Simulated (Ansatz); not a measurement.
Computed properties of Ti3AlC2

Ti3AlC2:
```yaml
crystal:
  lattice:
    - [3.05082, 0.00000, 0.00000]
    - [-1.52541, 2.64209, 0.00000]
    - [0.00000, 0.00000, 18.49798]
  atoms:
    - { symbol: Ti, position: [0.66667, 0.33333, 0.37312] }
    - { symbol: Ti, position: [0.33333, 0.66667, 0.62688] }
    - { symbol: Ti, position: [0.33333, 0.66667, 0.87312] }
    - { symbol: Ti, position: [0.66667, 0.33333, 0.12688] }
    - { symbol: Ti, position: [0.00000, 0.00000, 0.50000] }
    - { symbol: Ti, position: [0.00000, 0.00000, 0.00000] }
    - { symbol: Al, position: [0.00000, 0.00000, 0.75000] }
    - { symbol: Al, position: [0.00000, 0.00000, 0.25000] }
    - { symbol: C, position: [0.33333, 0.66667, 0.43081] }
    - { symbol: C, position: [0.66667, 0.33333, 0.56919] }
    - { symbol: C, position: [0.66667, 0.33333, 0.93081] }
    - { symbol: C, position: [0.33333, 0.66667, 0.06919] }
```

Space group P6_3/mmc (No. 194); conventional cell a = b = 3.0508 Å, c = 18.4980 Å, α = β = 90.00°, γ = 120.00°.

Method: PBEsol in the plane-wave PAW code Ansatz. The cell and atoms are relaxed at this level. Other levels are named where they apply.

Cell and energy:

- Volume per atom = 12.43 Å³
- Density = 4.33 g/cm³
- Formation energy from the elements (no fitted shifts) = -0.83 eV/atom

Electronic structure:

Electronic character: metallic (no gap)
Density of states at the Fermi level: 0.30 states/eV per atom (mean over ±0.08 eV)

Mechanics:

Bulk modulus (Birch–Murnaghan fit): 166 GPa
Pressure derivative B′: 4.4
Elastic constants (relaxed ions, GPa): C11 = 372, C12 = 81.3, C13 = 74.8, C33 = 310, C44 = 129
Mechanical stability: stable (all eigenvalues of C positive)
Hill bulk and shear moduli: 168 and 135 GPa
Young's modulus: 319 GPa
Poisson's ratio: 0.18
Debye temperature from the elastic constants: 791 K

Phonons:

- Highest zone-centre frequency = 672 cm⁻¹
- Zone-centre stability = no imaginary mode at Γ

The first step of the workflow began from a Materials Project structure, measured or hypothetical; the Crystallography Open Database files this formula in space group No. 194, but the cells were not matched. Its standing as an ambient phase is unchecked. The cell was relaxed with PBEsol under the symmetry of its start. The run is not spin-polarised. As this level gives no gap, shear constants depend on the k-mesh and smearing (Fermi–Dirac, 0.1 eV here). As this level gives no gap, phonon frequencies hold no LO–TO term and depend on the k-mesh and smearing (Fermi–Dirac, 0.1 eV here). The references are the lowest solids computed at this level, not always the standard phases.

Potentials: the later of the program's two PAW sets.
